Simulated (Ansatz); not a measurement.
Sb, DFT, PBEsol, all-electron LAPW, scalar-relativistic (Ansatz 0.2.0), run on 1 thread of Arm Neoverse V2 on a shared host.

The cell comes from COD entry 9013009, which wasn't checked; take it as a given geometry. The listed cell was then made from it by scaling, straining or moving an atom.

Command: `ansatz run input.yaml --threads 1 --pin off --max-ram 3072MiB --backend cpu --events-out ev --progress --plain --runs-dir out`

```yaml
crystal:
  lattice:
    - [-0.0461, 2.28195, 2.28195]
    - [2.28195, -0.0461, 2.28195]
    - [2.28195, 2.28195, -0.0461]
  atoms:
    - { symbol: Sb, position: [0.0, 0.0, 0.0] }
kpoints:
  mp_grid: { grid: [12, 12, 12] }
  band_path:
    path:
      - [0.0, 0.0, 0.0]
      - [0.5, 0.5, 0.5]
      - [0.2551801333, 0.5, 0.7448198667]
      - [-0.2551801333, 0.2551801333, 0.5]
      - [0.0, 0.0, 0.5]
      - [0.0, 0.0, 0.0]
      - [-0.3775900666, 0.0, 0.3775900666]
      - [0.0, 0.3775900666, 0.6224099334]
      - [0.0, 0.5, 0.5]
    npoints: 5
scf:
  occupations: { method: fermi_dirac, width: 0.05 }
hamiltonian:
  xc: pbesol
  pseudopotentials: { kind: all_electron, lapw: { basis_error: 0.001 } }
output:
  forces: true
  stress: true
  eigenvalues: true
```

Q: How large is the problem that the program sets up?

A: 189 irreducible k-points, 131 plane waves at Γ, 16 bands.

Q: About how long does it take, and how much memory does it use?

A: 8.3 s of wall time for 5 SCF iterations, with a peak of 0.32 GiB. Times on shared machines scatter by tens of per cent.
